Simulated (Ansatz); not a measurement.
Al:
```cif
data_Al7
_chemical_formula_sum 'Al7'
_space_group_name_H-M_alt 'P6/mmm'
_space_group_IT_number 191
_space_group_name_Hall '-P 6 2'
_cell_length_a 5.18451
_cell_length_b 5.18451
_cell_length_c 5.00309
_cell_angle_alpha 90.000
_cell_angle_beta 90.000
_cell_angle_gamma 120.000
loop_
_atom_site_label
_atom_site_type_symbol
_atom_site_symmetry_multiplicity
_atom_site_Wyckoff_symbol
_atom_site_fract_x
_atom_site_fract_y
_atom_site_fract_z
_atom_site_occupancy
Al1 Al 2 e 0.00000 0.00000 0.25383 1
Al2 Al 2 d 0.33333 0.66667 0.50000 1
Al3 Al 3 f 0.00000 0.50000 0.00000 1
```

Relaxed at zero pressure with DFT-r²SCAN in the program Ansatz with PAW potentials.

Task: The volume is raised by 9 % and shape and atoms relax at that volume. What pressure results, and how do the axes share the change?

Result: -5.8 GPa; a 3.2 %, b 3.2 %, c 2.3 %; the energy rises by 29 meV/atom.

Task: Give the new structure.

Result: 
Space group P6/mmm (No. 191); a = 5.351 Å, b = 5.351 Å, c = 5.119 Å, α = 90.00°, β = 90.00°, γ = 120.00°

| atom | site | symmetry | x | y | z |
|---|---|---|---|---|---|
| Al | 2e | 6mm | 0.0000 | 0.0000 | 0.2532 |
| Al | 2d | -6m2 | 0.3333 | 0.6667 | 0.5000 |
| Al | 3f | mmm | 0.0000 | 0.5000 | 0.0000 |

The phase is kept; no other phase was compared at this pressure.

The start of the workflow was typed in or built on a structure type; neither database checked (COD, Materials Project) lists it. It is not the phase usual at ambient conditions (space group No. 225). The cell was relaxed with r²SCAN under the symmetry of its start. At this level the phase is mechanically unstable. Axis ratios of metals converge slowly with the k-mesh, so a and c are less sure than the volume.

Potentials: the later of the program's two PAW sets.
